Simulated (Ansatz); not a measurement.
One crystal and one scan (energy over volume and axial ratio) at two levels, PBE (plane waves to 420 eV, PAW, scalar-relativistic; Ansatz, a first-principles code) and r2SCAN (plane waves to 500 eV, PAW, scalar-relativistic; Ansatz), each from its own relaxed cell and on its own mesh. The cell shown is that of PBE.

HgTe (zinc blende)

```
CELL_PARAMETERS angstrom
      0.00000     3.32533     3.32533
      3.32533     0.00000     3.32533
      3.32533     3.32533     0.00000
ATOMIC_POSITIONS crystal
  Te 0.75000 0.75000 0.75000
  Hg 0.00000 0.00000 0.00000
```

Grid over V/V₀ and (c/a)/(c/a)₀, subscript 0 meaning the relaxed cell; the conventional c axis lies along z; no internal relaxation.

E stands for the smeared free energy. HgTe was relaxed with its symmetry unable to fall. Spin-orbit coupling is left out, though Hg and Te are heavy. With partly filled bands, the response to shear is sensitive to the k mesh, so small differences along c/a are uncertain. Percentages come from the unrounded values. Both scans cover V/V₀ from 0.920 to 1.080 and (c/a)/(c/a)₀ from 0.920 to 1.080.

Results of PBE:

```
Property                                                     Result
-----------------------------------------------------------  ------
Lattice constant a (Å)                                        6.651
Shear modulus C′ = (C11 − C12)/2 (fit, atoms clamped) (GPa)     7.4
```

Task: Estimate the r2SCAN values.

Result: 
```json
[
 {"quantity": "Lattice constant a (Å)", "r2SCAN": "6.573", "PBE − r2SCAN": "+0.078 (+1.2 %)"},
 {"quantity": "Shear modulus C′ = (C11 − C12)/2 (fit, atoms clamped) (GPa)", "r2SCAN": "7.7", "PBE − r2SCAN": "-0.3 (-4 %)"}
]
```

PBE gives the higher value for: lattice constant a. PBE gives the lower value for: shear modulus C′. (PBE) At this level the bands of HgTe touch or barely overlap. (r2SCAN) At this level the bands of HgTe touch or barely overlap.

(A scan under strain: stresses follow from slopes of the energy per volume, elastic moduli from its curvatures.)
